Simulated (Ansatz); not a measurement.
Bi:
```yaml
crystal:
  lattice:
    - [4.58831, 0.00000, 0.00000]
    - [0.00000, 4.58831, 0.00000]
    - [0.00000, 0.00000, 3.26723]
  atoms:
    - { symbol: Bi, position: [0.00000, 0.50000, 0.52811] }
    - { symbol: Bi, position: [0.50000, 0.00000, 0.47189] }
```

Relaxed with r²SCAN. Special points in fractions of this cell's reciprocal vectors: Γ (0.000, 0.000, 0.000); X (0.000, 0.500, 0.000); M (0.500, 0.500, 0.000); Z (0.000, 0.000, 0.500); R (0.000, 0.500, 0.500); A (0.500, 0.500, 0.500).

Q: List the band energies nearest the Fermi level at these points for the program Ansatz at the r²SCAN level (PAW).

A: In eV from the Fermi level; about four levels below and three above (degenerate sets whole), none deeper than 8.9 eV; points with the same levels are listed once.

| k | below | above |
|---|---|---|
| Γ | -3.31 -3.31 | 3.10 3.22 3.35 3.35 |
| X | -1.03 -1.03 -1.01 -1.01 | 4.86 4.86 8.62 8.62 |
| M | -5.20 -5.20 | 5.15 5.15 5.33 5.33 |
| Z | -5.13 -1.54 -1.54 -1.50 | 4.95 4.95 5.76 |
| R | -3.66 -3.66 | 0.85 0.85 1.08 1.08 |
| A | -3.34 -3.34 -3.30 -3.30 | 2.96 2.96 7.50 7.50 |

Space group P4/nmm. The first step of the workflow began from a Materials Project structure, measured or hypothetical; the Crystallography Open Database copy checked does not list it. It is not the phase usual at ambient conditions (space group No. 166). The r²SCAN relaxation kept the symmetry of its start; of distortions, only those at the zone centre were tested. Scalar-relativistic: spin–orbit coupling is off unless named, which matters more the heavier the elements.

Potentials: the earlier of the program's two PAW sets.
